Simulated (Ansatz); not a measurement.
## Ansatz 0.2.0, relaxation: RbTaSi

Launch command:

```bash
ansatz run input.yaml --threads 2 --pin off --max-ram 3584MiB --backend cpu --events-out ev --progress --plain --runs-dir out
```

The input file (Ansatz 0.2.0, plane waves):

```yaml
crystal:
  lattice:
    - [3.924327, 0.0, 0.0]
    - [0.0, 3.924327, 0.0]
    - [0.0, 0.0, 8.812071]
  atoms:
    - { symbol: Si, position: [0.0, 0.0, 0.0] }
    - { symbol: Si, position: [0.5, 0.5, 0.0] }
    - { symbol: Rb, position: [0.5, 0.0, 0.609] }
    - { symbol: Rb, position: [0.0, 0.5, 0.391] }
    - { symbol: Ta, position: [0.5, 0.0, 0.256] }
    - { symbol: Ta, position: [0.0, 0.5, 0.744] }
  symmetry: { tolerance: 0.0003 }
kpoints:
  mp_grid: { grid: [9, 9, 4], shift: [0, 0, 0] }
magnetization:
  spin_polarized: false
scf:
  occupations: { method: fermi_dirac }
  lower_state_search: "off"
hamiltonian:
  pseudopotentials: { kind: paw }
  xc: r2scan
basis:
  ecutwfc: 500
  fft_grid_basis: typed
relax:
  max_steps: 80
  cell: { p_target: 0.0 }
output:
  forces: true
  stress: true
  eigenvalues: true
  bader: true
  populations: true
  elf: true
  write_potential: true
  volumetric_format: npy
  dos:
    e_range: [-12, 8]
    de: 0.05
    projected: { site_lists: { Rb: [Rb], Si: [Si], Ta: [Ta] } }
checkpoint:
  read: saved_state
```

Origin of the cell: a known structure type with other elements, at an estimated volume, so it need not be a known compound.

The smearing width isn't typed, so it takes its default of 0.1 eV.

The saved state is a converged single point of the same cell.

Steps («new basis» is an SCF on plane waves selected anew at the same cell):

```csv
step,ΔF (meV/atom),max force component (eV/Å),P (GPa),volume (Å³),SCF iterations,step was
1,0.0,5.891,-2.44,135.71,7,accepted
2,-380.9,5.425,-1.79,134.63,10,accepted
3,-687.8,3.893,1.25,133.97,10,accepted
4,-878.5,1.604,4.56,136.89,9,accepted
5,-992.5,0.413,3.22,149.22,8,accepted
6,-1042.5,0.212,1.26,162.67,9,accepted
7,-1065.5,0.115,0.74,174.86,9,accepted
8,-1084.4,0.329,0.29,188.78,9,accepted
9,-1128.2,1.145,-0.61,205.73,8,accepted
10,-1225.1,1.156,-0.80,225.04,9,accepted
11,-1348.1,1.483,-0.49,236.31,9,accepted
12,-1478.8,1.319,-0.91,247.19,9,accepted
13,-1538.7,0.144,-0.33,252.19,10,accepted
14,-1526.7,0.201,2.22,232.12,9,rejected
15,-1538.5,0.214,-0.04,248.12,14,rejected
16,-1540.2,0.016,-0.07,249.24,12,accepted
17,-1540.7,0.027,0.04,245.64,9,accepted
18,-1541.5,0.054,0.13,239.75,9,accepted
19,-1542.9,0.067,0.19,229.52,9,accepted
20,-1544.2,0.036,0.11,219.85,8,accepted
21,-1545.0,0.028,-0.02,210.29,9,accepted
22,-1545.2,0.047,0.03,201.79,8,accepted
23,-1545.2,0.043,-0.20,204.95,8,accepted
24,-1545.2,0.081,0.09,204.05,7,rejected
25,-1545.4,0.001,-0.01,204.13,10,accepted
26,-1545.4,0.000,0.00,203.54,9,accepted
27,-1551.8,0.002,0.11,203.54,8,new basis
28,-1551.8,0.000,0.01,205.05,7,accepted
29,-1551.9,0.000,0.01,205.05,6,new basis
```

The starting structure.

Space group P4/nmm (No. 129); the run's cell has a = 3.924 Å, b = 3.924 Å, c = 8.812 Å, α = 90.00°, β = 90.00°, γ = 90.00°. Shortest distances: Si–Si 2.77 Å, Si–Ta 2.99 Å, Rb–Ta 3.02 Å, Rb–Rb 3.37 Å.

The relaxed structure.

Space group P4/nmm (No. 129); the run's cell has a = 4.928 Å, b = 4.928 Å, c = 8.443 Å, α = 90.00°, β = 90.00°, γ = 90.00°. Shortest distances: Si–Ta 2.49 Å, Rb–Ta 3.40 Å, Si–Si 3.48 Å, Ta–Ta 3.56 Å.

```
CELL_PARAMETERS angstrom
4.92823 0.00000 0.00000
0.00000 4.92823 0.00000
0.00000 0.00000 8.44251
ATOMIC_POSITIONS crystal
Si 0.00000 0.00000 0.00000
Si 0.50000 0.50000 0.00000
Rb 0.50000 0.00000 0.63974
Rb 0.00000 0.50000 0.36026
Ta 0.50000 0.00000 0.04211
Ta 0.00000 0.50000 0.95789
```

- Free energy lowered by: 1551.9 meV/atom
- Volume change: 51.09 %
- Final pressure: 0.01 GPa
- Relaxation steps listed: 29
- Gap on the mesh: none (metal)

Caveats: no dispersion correction, so spacings can come out too large where layers or molecules are weakly bound; no moments, though an odd count or open d shells may carry them; no spin-orbit coupling, though heavy elements are present; the given cell is far from equilibrium, with atoms too close or a volume far off; the relaxation held the start's symmetry, so the end may be a saddle point.

It ran for 8.1 min on 2 threads of Intel(R) Xeon(R) Platinum 8488C (Sapphire Rapids) (shared host), peak memory 1 GiB, from a saved density.
